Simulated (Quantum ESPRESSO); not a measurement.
Mg5GaAlS8, input and log of a self-consistent run

Computed values, not a measurement. The program is pw.x of Quantum ESPRESSO 7.5 (plane-wave density functional theory). The cell is made up: 15 atoms on a doubled zincblende/diamond lattice with one site empty, with randomly drawn elements, strain and displacements, not relaxed. PseudoDojo standard norm-conserving files (v0.5 for PBE, v0.4.1 for LDA and PBEsol) set the functional; there is no spin polarisation, spin-orbit coupling or dispersion term, and the masses in the input are unused placeholders.

Input:

```
&control calculation='scf', pseudo_dir='./dojo.nc.sr.pbe.v0_5.standard.upf', outdir='./o', disk_io='low', tprnfor=.true., tstress=.true. /
&system ibrav=0, nat=15, ntyp=4, nbnd=63, ecutwfc=105.61755193, nosym=.true., tot_charge=0,
 occupations='smearing', smearing='fd', degauss=0.0018374661
/
&electrons conv_thr=7.350e-09, electron_maxstep=60, /
ATOMIC_SPECIES
Al 1.0 Al.upf
Ga 1.0 Ga.upf
Mg 1.0 Mg.upf
S 1.0 S.upf
CELL_PARAMETERS angstrom
5.6159 0.0259 -0.0289
0.0259 5.6746 -0.0073
-0.0578 -0.0145 11.4946
ATOMIC_POSITIONS angstrom
Mg 0.0428 -0.102 -0.0125
Ga 0.0628 2.6433 2.8847
Mg 2.7588 2.7773 -0.0566
Al -0.0018 -0.0063 5.8884
Mg -0.0051 2.8392 8.6422
Mg 2.8328 -0.0838 8.6328
Mg 2.8423 2.8947 5.8157
S 1.4017 1.4561 1.4949
S 1.4336 4.2517 4.2541
S 4.1469 1.2685 4.3015
S 4.131 4.3278 1.3973
S 1.3987 1.4329 7.2332
S 1.4724 4.2538 9.9079
S 4.1794 1.388 10.0625
S 4.1611 4.2548 7.1596
K_POINTS automatic
6 6 4 1 1 1
```

The log is shortened where brackets say so; the opening notice, blank lines, dates and the lines on written files are dropped, and the path of the files is cut. It prints rydbergs, bohrs and kilobars, and counts compression as positive stress. With no partly filled state, the Fermi energy that it prints is only some level between the filled and the empty states on the mesh, and need not lie in the true gap.

```
     Program PWSCF v.7.5
     Parallel version (MPI & OpenMP), running on       4 processor cores
     Number of MPI processes:                 4
     Threads/MPI process:                     1
     [start-up lines left out]
     bravais-lattice index     =            0
     lattice parameter (alat)  =      10.6128  a.u.
     unit-cell volume          =    2471.8609 (a.u.)^3
     number of atoms/cell      =           15
     number of atomic types    =            4
     number of electrons       =       114.00
     number of Kohn-Sham states=           63
     kinetic-energy cutoff     =     105.6176  Ry
     charge density cutoff     =     422.4702  Ry
     scf convergence threshold =      7.3E-09
     mixing beta               =       0.7000
     number of iterations used =            8  plain     mixing
     Exchange-correlation= PBE
                           (   1   4   3   4   0   0   0)
     [axes and pseudopotential details left out]
   Cartesian axes
     site n.     atom                  positions (alat units)
         1        Mg     tau(   1) = (   0.0076210  -0.0181623  -0.0022258  )
         2        Ga     tau(   2) = (   0.0111823   0.4706702   0.5136543  )
         3        Mg     tau(   3) = (   0.4912363   0.4945305  -0.0100783  )
         4        Al     tau(   4) = (  -0.0003205  -0.0011218   1.0484979  )
         5        Mg     tau(   5) = (  -0.0009081   0.5055525   1.5388439  )
         6        Mg     tau(   6) = (   0.5044129  -0.0149216   1.5371702  )
         7        Mg     tau(   7) = (   0.5061045   0.5154349   1.0355528  )
         8        S      tau(   8) = (   0.2495889   0.2592755   0.2661843  )
         9        S      tau(   9) = (   0.2552691   0.7570645   0.7574918  )
        10        S      tau(  10) = (   0.7384036   0.2258711   0.7659320  )
        11        S      tau(  11) = (   0.7355725   0.7706150   0.2488055  )
        12        S      tau(  12) = (   0.2490548   0.2551445   1.2879551  )
        13        S      tau(  13) = (   0.2621779   0.7574384   1.7642165  )
        14        S      tau(  14) = (   0.7441906   0.2471495   1.7917448  )
        15        S      tau(  15) = (   0.7409321   0.7576165   1.2748498  )
     number of k points=    72  Fermi-Dirac smearing, width (Ry)=  0.0018
                       cart. coord. in units 2pi/alat
        k(    1) = (   0.0832733   0.0821724   0.0615949), wk =   0.0277778
        k(    2) = (   0.0839012   0.0823267   0.1837433), wk =   0.0277778
     [further k points left out]
     Dense  grid:   362445 G-vectors     FFT dimensions: (  72,  72, 144)
     Estimated max dynamical RAM per process >       1.36 GB
     Estimated total dynamical RAM >       5.20 GB
     Initial potential from superposition of free atoms
     starting charge     113.9906, renormalised to     114.0000
     Starting wfcs are   70 randomized atomic wfcs
     total cpu time spent up to now is       32.6 secs
     per-process dynamical memory:  1172.0 Mb
     Self-consistent Calculation
     iteration #  1     ecut=   105.62 Ry     beta= 0.70
     Davidson diagonalization with overlap
     ethr =  1.00E-02,  avg # of iterations =  4.7
     Threshold (ethr) on eigenvalues was too large:
     Diagonalizing with lowered threshold
     Davidson diagonalization with overlap
     ethr =  9.95E-04,  avg # of iterations =  1.7
     total cpu time spent up to now is      188.5 secs
     total energy              =    -928.39659908 Ry
     estimated scf accuracy    <       1.08205133 Ry
     iteration #  2     ecut=   105.62 Ry     beta= 0.70
     Davidson diagonalization with overlap
     ethr =  9.49E-04,  avg # of iterations =  5.9
     total cpu time spent up to now is      285.8 secs
     total energy              =    -927.97705116 Ry
     estimated scf accuracy    <       2.84985529 Ry
     iteration #  3     ecut=   105.62 Ry     beta= 0.70
     Davidson diagonalization with overlap
     ethr =  9.49E-04,  avg # of iterations =  7.0
     total cpu time spent up to now is      383.2 secs
     total energy              =    -928.73599027 Ry
     estimated scf accuracy    <       0.77801901 Ry
     iteration #  4     ecut=   105.62 Ry     beta= 0.70
     Davidson diagonalization with overlap
     ethr =  6.82E-04,  avg # of iterations =  5.8
     total cpu time spent up to now is      464.6 secs
     total energy              =    -928.80203595 Ry
     estimated scf accuracy    <       0.08672135 Ry
     iteration #  5     ecut=   105.62 Ry     beta= 0.70
     Davidson diagonalization with overlap
     ethr =  7.61E-05,  avg # of iterations =  7.9
     total cpu time spent up to now is      555.9 secs
     total energy              =    -928.80327519 Ry
     estimated scf accuracy    <       0.02270110 Ry
     [iterations 6 to 8 left out]
     iteration #  9     ecut=   105.62 Ry     beta= 0.70
     Davidson diagonalization with overlap
     ethr =  8.07E-08,  avg # of iterations =  3.0
     total cpu time spent up to now is      902.1 secs
     total energy              =    -928.80633319 Ry
     estimated scf accuracy    <       0.00000704 Ry
     iteration # 10     ecut=   105.62 Ry     beta= 0.70
     Davidson diagonalization with overlap
     ethr =  6.17E-09,  avg # of iterations =  3.1
     total cpu time spent up to now is      975.3 secs
     total energy              =    -928.80633463 Ry
     estimated scf accuracy    <       0.00000101 Ry
     iteration # 11     ecut=   105.62 Ry     beta= 0.70
     Davidson diagonalization with overlap
     ethr =  8.86E-10,  avg # of iterations =  2.2
     total cpu time spent up to now is     1049.0 secs
     total energy              =    -928.80633487 Ry
     estimated scf accuracy    <       0.00000008 Ry
     iteration # 12     ecut=   105.62 Ry     beta= 0.70
     Davidson diagonalization with overlap
     ethr =  7.29E-11,  avg # of iterations =  3.7
     total cpu time spent up to now is     1130.5 secs
     total energy              =    -928.80633490 Ry
     estimated scf accuracy    <       0.00000001 Ry
     iteration # 13     ecut=   105.62 Ry     beta= 0.70
     Davidson diagonalization with overlap
     ethr =  1.15E-11,  avg # of iterations =  2.1
     total cpu time spent up to now is     1202.6 secs
     End of self-consistent calculation
          k = 0.0833 0.0822 0.0616 ( 45343 PWs)   bands (ev):
   -71.8618 -71.6786 -71.6076 -71.0895 -70.9515 -38.6486 -38.6373 -38.6158
   -38.4643 -38.4549 -38.4320 -38.4076 -38.3907 -38.3729 -37.8758 -37.8532
   -37.8315 -37.7415 -37.7137 -37.7080 -10.6574 -10.5638 -10.5336 -10.5104
   -10.4895  -9.5370  -8.9218  -8.4798  -8.0948  -7.9538  -7.4921  -7.3625
    -6.5228  -1.8395  -1.2558  -0.7419  -0.4469  -0.0885   0.2663   0.5190
     0.5498   0.6512   0.9034   0.9387   1.1803   1.3469   1.5137   1.6834
     1.8904   1.9899   2.0703   2.1920   2.4927   2.7017   3.1057   3.1619
     3.7953   5.2631   5.9261   6.1254   6.5194   6.5642   7.1153
     [levels at the other k points left out]
     the Fermi energy is     4.6637 ev
!    total energy              =    -928.80633490 Ry
     estimated scf accuracy    <          2.4E-09 Ry
     smearing contrib. (-TS)   =      -0.00000000 Ry
     internal energy E=F+TS    =    -928.80633490 Ry
     The total energy is F=E-TS. E is the sum of the following terms:
     one-electron contribution =    -669.55253549 Ry
     hartree contribution      =     350.15363478 Ry
     xc contribution           =    -173.59619459 Ry
     ewald contribution        =    -435.81123960 Ry
     convergence has been achieved in  13 iterations
     Forces acting on atoms (cartesian axes, Ry/au):
     atom    1 type  3   force =    -0.00581234    0.00143142    0.03388353
     atom    2 type  2   force =    -0.03201472    0.03804074   -0.00965961
     atom    3 type  3   force =     0.01634534    0.01733399    0.03588694
     atom    4 type  1   force =    -0.00258408   -0.00228120   -0.07075057
     atom    5 type  3   force =    -0.01393702   -0.01036989    0.01873959
     atom    6 type  3   force =     0.00490079    0.03648760    0.00829070
     atom    7 type  3   force =    -0.01855355   -0.02646598   -0.06249844
     atom    8 type  4   force =    -0.00680447   -0.01186591   -0.00262736
     atom    9 type  4   force =    -0.04103447    0.00848575    0.04163131
     atom   10 type  4   force =     0.04757131    0.00299811    0.03511046
     atom   11 type  4   force =     0.02948944   -0.04003121    0.01161425
     atom   12 type  4   force =    -0.01745606   -0.03558110   -0.02161983
     atom   13 type  4   force =    -0.02316998   -0.01182237    0.01513404
     atom   14 type  4   force =     0.00642706    0.00107880   -0.02711491
     atom   15 type  4   force =     0.05663275    0.03256126   -0.00602008
     Total force =     0.188335     Total SCF correction =     0.000128
     Computing stress (Cartesian axis) and pressure
          total   stress  (Ry/bohr**3)                   (kbar)     P=      -28.65
  -0.00014494  -0.00000151  -0.00001607          -21.32       -0.22       -2.36
  -0.00000151  -0.00018079   0.00002604           -0.22      -26.60        3.83
  -0.00001607   0.00002604  -0.00025864           -2.36        3.83      -38.05
     init_run     :     31.38s CPU     32.48s WALL (       1 calls)
     electrons    :   1158.48s CPU   1170.12s WALL (       1 calls)
     forces       :     16.05s CPU     16.16s WALL (       1 calls)
     stress       :     49.37s CPU     50.58s WALL (       1 calls)
     [timing details left out]
     PWSCF        :  20m55.68s CPU  21m10.19s WALL
     JOB DONE.
```

In other units: free energy -12637.054 eV for the cell, pressure -2.87 GPa, largest force component 1.819 eV/Å. This run is the check on a run of the same cell at 1143 eV and a 4 x 4 x 2 mesh: rerunning at 1437 eV and a 6 x 6 x 4 mesh moved values by no more than 0.004 eV in energy, 0.02 GPa in stress and 0.005 eV/Å in force.